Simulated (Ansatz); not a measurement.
## Cd3HgTe4 (P-43m) at 2 levels of theory

One geometry, relaxed with PBE; plane waves with PAW potentials in Ansatz, scalar-relativistic. No spin polarisation. Gaps are the least over mesh and band path; pressure is positive in compression.

```
CELL_PARAMETERS angstrom
6.62934 0.00000 0.00000
0.00000 6.62934 0.00000
0.00000 0.00000 6.62934
ATOMIC_POSITIONS crystal
Cd 0.00000 0.50000 0.50000
Cd 0.50000 0.00000 0.50000
Cd 0.50000 0.50000 0.00000
Hg 0.00000 0.00000 0.00000
Te 0.74905 0.74905 0.25095
Te 0.74905 0.25095 0.74905
Te 0.25095 0.74905 0.74905
Te 0.25095 0.25095 0.25095
```

```
level  cutoff (eV)  k mesh  gap (eV)  pressure (GPa)
  PBE          420   6×6×6      0.18             0.0
```

Q: What comes out on the same cell with r2SCAN?

A:
```json
{"level": "r2SCAN", "cutoff (eV)": "500", "k mesh": "6×6×6", "gap (eV)": "0.60", "pressure (GPa)": "-1.2"}
```

Spin-orbit coupling matters for the bands of heavy elements and is left out.

It was reached by relaxing an invented guess, and it needn't be the stable form of this composition.
